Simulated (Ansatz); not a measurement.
ZnAg in space group P-6m2 (No. 187; Zn on 1a, Ag on 1d) at seven volumes, plane-wave PAW PBEsol (Ansatz code), shape and atoms relaxed at each. One row is withheld.

```json
[
 {"V (Å³/atom)": "13.988", "P (GPa)": "13.30"},
 {"V (Å³/atom)": "14.450", "P (GPa)": "7.99"},
 {"V (Å³/atom)": "14.911", "P (GPa)": "?"},
 {"V (Å³/atom)": "15.372", "P (GPa)": "0.00"},
 {"V (Å³/atom)": "15.833", "P (GPa)": "-2.97"},
 {"V (Å³/atom)": "16.294", "P (GPa)": "-5.40"},
 {"V (Å³/atom)": "16.755", "P (GPa)": "-7.41"}
]
```

Q: Fit the shown pressures and predict the withheld one.

A: Third-order Birch–Murnaghan: P = (3/2)B₀(x^(7/2) − x^(5/2))[1 + (3/4)(B′ − 4)(x − 1)] with x = (V₀/V)^(2/3). Least squares on the six rows gives V₀ = 15.373 Å³/atom, B₀ = 108.9 GPa, B′ = 5.47. At V = 14.911, x = 1.0206 and P = 3.61 GPa. The run itself gave 3.61 GPa.

The first step of the workflow began from a Materials Project structure, measured or hypothetical; the Crystallography Open Database copy checked does not list it. COD files the formula under space group No. 221. With Zn and Ag taken as one species the cell has the higher symmetry P6_3/mmc, so it may be an ordered model of a mixed-site phase. Whether it is the stable phase at ambient conditions was not checked. The PBEsol relaxation kept the symmetry of its start; whether a distortion lowers the energy is not shown. The run is not spin-polarised.

Potentials: the later of the program's two PAW sets.
